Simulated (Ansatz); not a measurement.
Total density of states per atom from the program Ansatz at the LDA level (PAW), in 0.25 eV bins, energy from the valence-band maximum:

```csv
E (eV),states/eV/atom
-7.86,0.06
-7.61,0.33
-7.36,0.21
-7.11,0.18
-6.86,0.18
-6.61,0.21
-6.36,0.18
-6.11,0.49
-5.86,0.64
-5.61,0.19
-5.36,0.00
-5.11,0.23
-4.86,1.00
-4.61,0.63
-4.36,0.53
-4.11,0.75
-3.86,0.64
-3.61,0.26
-3.36,0.27
-3.11,0.34
-2.86,0.54
-2.61,0.50
-2.36,0.92
-2.11,1.36
-1.86,0.59
-1.61,0.58
-1.36,0.76
-1.11,0.93
-0.86,1.20
-0.61,0.71
-0.36,0.37
-0.11,0.24
0.14,0.00
0.39,0.00
0.64,0.00
0.89,0.00
1.14,0.00
1.39,0.00
1.64,0.00
1.89,0.00
2.14,0.00
2.39,0.00
2.64,0.07
2.89,0.18
3.14,0.64
3.39,0.54
3.64,0.37
3.89,0.48
4.14,0.61
4.39,1.06
4.64,0.81
4.89,0.46
5.14,0.62
5.39,0.58
5.64,0.79
5.89,0.95
6.14,1.00
6.39,0.95
6.64,0.53
6.89,0.33
7.14,0.47
```

Q: Pick the material that matches.
(A) Zn3CdS4, P-43m (Zn on 3c, Cd on 1a, S on 4e)
(B) MgS, wurtzite
(C) SiS2, Ibam (S on 8j, Si on 4a)
(D) CaS, rock salt

A: C, SiS2, Ibam (S on 8j, Si on 4a). Top 1 eV of the valence band: S 3p 96 %. Bottom 1 eV of the conduction band: S 3p 37 %, Si 3s 30 %, Si 3p 18 %, outside the projected shells 12 %. Projections are on Löwdin-orthogonalised atomic valence shells; empty p or d shells of many metals are not among them.

The cell was relaxed with LDA under the symmetry of its start. A crystal of weakly bound chains computed without a dispersion correction: the cell and the soft elastic constants depend strongly on that.

Potentials: the later of the program's two PAW sets.
